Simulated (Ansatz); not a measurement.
Starting cell, LaB6 (CaB6 type, space group Pm-3m):

```xyz
7
Lattice="4.1550 0.0000 0.0000 0.0000 4.1550 0.0000 0.0000 0.0000 4.1550" Properties=species:S:1:pos:R:3 pbc="T T T"
La     0.0000     0.0000     0.0000
B      0.8301     2.0775     2.0775
B      3.3249     2.0775     2.0775
B      2.0775     2.0775     0.8301
B      2.0775     2.0775     3.3249
B      2.0775     0.8301     2.0775
B      2.0775     3.3249     2.0775
```

The atoms are displaced by Q × the pattern below (from a DFPT mode at Γ, largest move 1; Q in Å), at fixed cell. It is one choice among 3 degenerate patterns.

```json
[
 {"atom": "La1", "x": "0.000", "y": "0.000", "z": "-0.451"},
 {"atom": "B2", "x": "0.000", "y": "0.000", "z": "0.949"},
 {"atom": "B3", "x": "0.000", "y": "0.000", "z": "0.949"},
 {"atom": "B4", "x": "0.000", "y": "0.000", "z": "1.000"},
 {"atom": "B5", "x": "0.000", "y": "0.000", "z": "1.000"},
 {"atom": "B6", "x": "0.000", "y": "0.000", "z": "0.949"},
 {"atom": "B7", "x": "0.000", "y": "0.000", "z": "0.949"}
]
```

The numbers are results of PBE (plane waves to 420 eV, PAW, scalar-relativistic; Ansatz, a quantum-chemistry and plane-wave program), not measurements. k mesh 11×11×11 (Γ-centred), Fermi-Dirac smearing 0.05 eV. The energy includes the smearing's −TS. With partly filled bands, energies and forces of such displacements shift with the k mesh and the smearing. LaB6 is run without spin polarisation. LaB6 was relaxed with its symmetry unable to fall. The zero of ΔE is the undisplaced structure.

Problem. Predict the ΔE (meV/cell) at Q (Å) = -0.083, -0.067, -0.033, -0.017, 0.017, 0.033.

Solution. 
```
Q (Å)   ΔE (meV/cell)
------  -------------
-0.083           37.5
-0.067           24.0
-0.033            6.0
-0.017            1.5
0.017             1.5
0.033             6.0
```

(For displaced atoms, the force is minus the slope of the energy, and its curvature is a force constant, which sets phonon frequencies.)
